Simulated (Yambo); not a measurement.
**Optical response of K₂TiF₆**

```
CELL_PARAMETERS angstrom
      5.68506     0.00000     0.00000
     -2.84253     4.92341     0.00000
      0.00000     0.00000     4.59016
ATOMIC_POSITIONS crystal
  F  0.31684 0.15842 0.77230
  F  0.68316 0.84158 0.22770
  F  0.84158 0.15842 0.77230
  F  0.15842 0.84158 0.22770
  F  0.84158 0.68316 0.77230
  F  0.15842 0.31684 0.22770
  K  0.33333 0.66667 0.69779
  K  0.66667 0.33333 0.30221
  Ti 0.00000 0.00000 0.00000
```

Yambo, RPA with local fields on LDA bands; 3×3×4 mesh, 111 bands, 3 Ry local-field block, 0.2 eV broadening; field along x.

| E (eV) | Im ε | Re ε | Im ε, independent particles |
|---|---|---|---|
| 0.0 | 0.00 | 2.35 | 0.00 |
| 0.4 | 0.00 | 2.35 | 0.00 |
| 0.8 | 0.00 | 2.35 | 0.01 |
| 1.1 | 0.01 | 2.36 | 0.01 |
| 1.5 | 0.01 | 2.37 | 0.02 |
| 1.9 | 0.01 | 2.39 | 0.02 |
| 2.2 | 0.01 | 2.41 | 0.03 |
| 2.6 | 0.02 | 2.44 | 0.03 |
| 3.0 | 0.02 | 2.47 | 0.05 |
| 3.4 | 0.03 | 2.52 | 0.06 |
| 3.8 | 0.03 | 2.57 | 0.09 |
| 4.1 | 0.05 | 2.64 | 0.13 |
| 4.5 | 0.07 | 2.75 | 0.23 |
| 4.9 | 0.13 | 2.90 | 0.55 |
| 5.2 | 0.39 | 3.12 | 2.04 |
| 5.6 | 0.60 | 2.86 | 2.62 |
| 6.0 | 0.67 | 3.03 | 2.78 |
| 6.4 | 0.94 | 2.65 | 1.33 |
| 6.8 | 1.05 | 2.67 | 1.05 |
| 7.1 | 0.64 | 2.27 | 0.54 |
| 7.5 | 0.40 | 2.75 | 0.62 |
| 7.9 | 0.70 | 3.16 | 1.52 |
| 8.2 | 1.03 | 3.13 | 2.40 |
| 8.6 | 1.40 | 3.29 | 2.34 |
| 9.0 | 1.92 | 3.34 | 2.70 |
| 9.4 | 2.43 | 3.09 | 2.32 |
| 9.8 | 4.04 | 2.64 | 1.44 |
| 10.1 | 2.29 | 0.16 | 0.89 |
| 10.5 | 1.32 | 0.84 | 0.77 |
| 10.9 | 1.28 | 1.47 | 0.99 |
| 11.2 | 1.50 | 1.45 | 1.31 |
| 11.6 | 1.62 | 1.27 | 1.50 |
| 12.0 | 1.46 | 1.02 | 1.34 |
| 12.4 | 1.17 | 1.06 | 1.18 |
| 12.8 | 1.15 | 1.08 | 1.14 |
| 13.1 | 1.16 | 0.98 | 1.22 |
| 13.5 | 0.99 | 1.02 | 1.08 |
| 13.9 | 0.95 | 0.99 | 0.98 |
| 14.2 | 0.80 | 1.05 | 0.86 |
| 14.6 | 0.76 | 1.13 | 0.82 |
| 15.0 | 0.82 | 1.11 | 0.87 |
| 15.4 | 0.66 | 1.17 | 0.70 |
| 15.8 | 0.78 | 1.22 | 0.81 |
| 16.1 | 0.67 | 1.16 | 0.69 |
| 16.5 | 0.60 | 1.22 | 0.64 |
| 16.9 | 0.61 | 1.29 | 0.63 |
| 17.2 | 0.55 | 1.36 | 0.59 |
| 17.6 | 0.68 | 1.46 | 0.75 |
| 18.0 | 0.76 | 1.44 | 0.83 |
| 18.4 | 0.65 | 1.43 | 0.77 |
| 18.8 | 0.68 | 1.60 | 0.89 |
| 19.1 | 0.91 | 1.65 | 1.47 |
| 19.5 | 0.97 | 1.55 | 2.11 |
| 19.9 | 1.11 | 1.45 | 3.00 |

Structure narrower than a few tenths of an eV can come from the finite k mesh. Convergence of the RPA response with its 3×3×4 mesh was not tested. No excitonic effects at this level.

Geometry of the Materials Project entry, not relaxed at this level.
